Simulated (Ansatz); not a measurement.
**Ga3Se: how the energy converges with the cutoff**

Ga3Se, P1, a = 4.492 Å, b = 4.448 Å, c = 4.388 Å, α, β, γ = 90.6°, 89.6°, 89.1°. Ansatz: PBE, PAW, cutoff varied, Γ-centred 6×6×6 mesh on 4 atoms, Gaussian smearing 0.10 eV; no spin polarisation. Single points at one geometry with displaced atoms, the cutoff alone changed; ΔE is the energy at zero smearing over the run at 600 eV. The runs up to 350 eV lie under the cutoff recommended for these PAW datasets.

```
cutoff (eV)  ΔE (meV/atom)
        200        6817.61
        250        1015.12
        300          87.78
        350           4.73
        420              ?
```

Question: Assume ΔE falls exponentially with the cutoff, fit y = ln ΔE against x, the cutoff in eV, to the other rows, and predict the missing value.

Answer: y = 8.827, 6.923, 4.475, 1.554. Means x = 275.0, y = 5.4447; Σ(Δx)² = 12500, ΣΔxΔy = -606.7; the slope is their ratio. y = 18.79 − 0.04853 x, a factor of ten per 47 eV. At 420 eV this gives ΔE = 0.20 meV/atom. The run gave 1.07, a ratio of 0.19. Between neighbouring rows the decay runs from a factor of ten per 39 eV to one per 108 eV, so one exponential is only a rough guide. The fast fall gives way to a slow tail, so a fit to low cutoffs promises convergence too early.

Cost: 6 runs of about 2.5 core-minutes in all, on Intel Xeon Platinum 8259CL (Skylake/Cascade Lake) (shared hosts).